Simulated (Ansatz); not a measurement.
A geometry of Co away from equilibrium: step 11 of the relaxation of a generated trial cell of Co in the AFLOW prototype A_oC8_64_f (A11, as in Ga). Computed with PBE (plane waves to 420 eV, PAW, scalar-relativistic; Ansatz, an electronic-structure program). Γ-centred k-mesh 10×10×9 on the run's cell (coarser than for final values), Fermi–Dirac smearing 0.05 eV.

```xyz
4
Lattice="1.7745 -3.7353 0.0000 1.7745 3.7353 0.0000 0.0000 0.0000 3.5479" Properties=species:S:1:pos:R:3 pbc="T T T"
Co     1.7745     1.0858     1.7739
Co     1.7745    -1.0858     1.7739
Co     1.7745    -2.6495     3.5479
Co     1.7745     2.6495     0.0000
```
Spin-polarised start, with parallel moments on Co.

Question: Which atoms carry the largest force, and which way does it point?

Answer: 0.03 eV/Å, on Co1, Co2, Co3, Co4 (atoms numbered as listed); on Co1 its components are (0.00, -0.03, 0.00).

Question: What is the pressure?

Answer: +5.9 GPa, compression positive.

Question: How much energy per atom can still be gained by relaxing?

Answer: 0.15 eV/atom; the path ends in Fmmm (No. 69).

Spin state reached: ferromagnetic (net 1.73 μB/atom), from parallel starting moments; other spin orders were not run from this start.

The run could not lose the symmetry of its start, so the end can be a saddle point.

The end of the path is a generated cell of Co: the first start was made by placing the elements on the sites of a structure type, and the end was not matched to a known phase here, so it may be hypothetical. Known forms of Co include space group No. 194.
